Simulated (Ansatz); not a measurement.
This cell of Tl(CuS)2 (space group I4/mmm) is off equilibrium:

```
Tl(CuS)2
1.0
   -1.88553     1.88553     6.81935
    1.88553    -1.88553     6.81935
    1.88553     1.88553    -6.81935
Tl Cu S
1 2 2
Direct
  0.00000   0.00000   0.00000
  0.75000   0.25000   0.50000
  0.25000   0.75000   0.50000
  0.64946   0.64946   0.00000
  0.35054   0.35054   0.00000
```

Level of theory: PBEsol (plane waves to 420 eV, PAW, scalar-relativistic; Ansatz, a quantum-chemistry and plane-wave program). k mesh 18×18×18 (Γ-centred), Fermi-Dirac smearing 0.05 eV. The energy includes the smearing's −TS. Stress and pressure are positive under compression. Spin-orbit coupling is left out, though Tl is heavy. Tl(CuS)2 is run without spin polarisation. Tl(CuS)2 was relaxed with its symmetry unable to fall.

Problem. What is the stress tensor (GPa)?

Solution. 
```
   -2.7      0.0      0.0
    0.0     -2.7      0.0
    0.0      0.0     -2.2
```
The pressure, a third of the trace, is -2.5 GPa.

Problem. It is the relaxed cell scaled evenly to V/V₀ = 1.060, atoms relaxed where free. What is its energy relative to the relaxed cell?

Solution. 9 meV/atom.

(Under strain, the slope of the energy per volume gives the stress and its curvature an elastic modulus.)
